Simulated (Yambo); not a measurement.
One stored BSE kernel of dimension 2304 for Ba₂MgWO₆ (space group Fm-3m, No. 225) (Yambo, PBEsol bands; 4×4×4 mesh, 12 valence and 3 conduction bands, static screening with 91 bands and a 3 Ry block, scissor 1.73 eV, Tamm-Dancoff; broadening 0.15 eV; field along x), solved in several ways.

```tsv
solver	iterations	largest change of Im ε (% of its maximum)	rough time
Haydock, threshold 2 %	6	12	within a factor of two
Haydock, threshold 0.5 %	11	4.0	within a factor of two
Haydock, threshold 0.1 %	24	0.6	within a factor of two
Haydock, threshold 0.005 %	43	0.0	1
SLEPc, lowest 10 states	–	no full spectrum	within a factor of two
SLEPc, lowest 60 states	–	no full spectrum	within a factor of two
full diagonalisation	–	reference	about 7×
```

Haydock gives the spectrum without eigenstates, SLEPc the lowest states alone, full diagonalisation everything at a cost that grows as the cube of the dimension. Times include reading the kernel. Times are rough ratios from shared machines. Mesh and scissor weren't tested; the rows compare only with each other.

Spin-orbit coupling is not included.

Geometry of the Materials Project entry, not relaxed at this level; primitive cell a = b = c = 5.824 Å, α = β = γ = 60.00°.
